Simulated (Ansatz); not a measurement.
# In3As: energy along a strain

In3As, Pm-3m, a = 4.602 Å. The structure is a Materials Project entry; whether it is the stable form wasn't checked. Ansatz: PBE+D3(BJ), PAW, 420 eV, Γ-centred 10×10×10 mesh on 4 atoms, Gaussian smearing 0.15 eV; no spin polarisation. Cell vectors (Å): 4.602 0.000 0.000; 0.000 4.602 0.000; 0.000 0.000 4.602. The cell is strained by x per cent times the pattern (0 1 0 0 0 0) in the order xx yy zz yz xz xy (engineering shears), with fractional coordinates held. y is the free energy over the start, V0 = 24.368 Å³/atom.

| x (%) | y (meV/atom) |
| --- | --- |
| -4.00 | ? |
| -3.00 | 2.73 |
| -2.00 | 1.21 |
| -1.00 | 0.30 |
| 0.00 | 0.00 |
| 1.00 | 0.31 |
| 2.00 | 1.28 |
| 3.00 | 2.92 |
| 3.50 | 3.98 |
| 4.00 | 5.20 |

**Question.** Fit y = c2 x² + c3 x³ to the other rows, get the stiffness along the pattern, and predict the missing energy.

**Answer.** Least squares on the rows shown. y = 0.3128 x² + 0.003267 x³. The clamped-ion stiffness p·C·p = 2 × 3.128 eV × 160.2 / 24.368 Å³ = 41 GPa, which is C22 in these axes (C11 of the cubic crystal). At x = -4.00 the fit asked for gives 4.80 meV/atom. The run gave 4.90 meV/atom, so the fit is 0.10 meV/atom too low, a small miss on the scale of the series.

Cost: 10 runs of about 2.2 core-minutes in all, on Intel Xeon 6975P-C (Granite Rapids) (shared hosts).